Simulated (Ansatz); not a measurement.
W (fcc type), DFT, PBEsol, PAW with Ansatz's default frozen-core files, scalar-relativistic (Ansatz 0.2.0), on 1 thread of Arm Neoverse V1 (shared host).

Command: `ansatz run input.yaml --threads 1 --pin off --max-ram 2048MiB --backend cpu --events-out ev --progress --plain --runs-dir out`

```yaml
crystal:
  lattice:
    - [0.0, 1.9872944555, 1.9872944555]
    - [1.9872944555, 0.0, 1.9872944555]
    - [1.9872944555, 1.9872944555, 0.0]
  atoms:
    - { symbol: W, position: [0.0, 0.0, 0.0] }
kpoints:
  mp_grid: { grid: [18, 18, 18] }
scf:
  occupations: { method: fermi_dirac, width: 0.05 }
hamiltonian:
  xc: pbesol
  pseudopotentials: { kind: paw }
output:
  forces: true
  stress: true
relax:
  f_tol: 0.005
  max_steps: 40
  cell: {}
```

**Question.** How large is the problem that the program sets up?

**Answer.** 195 irreducible k-points, 331 plane waves at Γ, 11 bands.

**Question.** About how long does it take?

**Answer.** 8.4 s of wall time for 22 SCF iterations over 4 geometries. Times on shared machines scatter by tens of per cent.
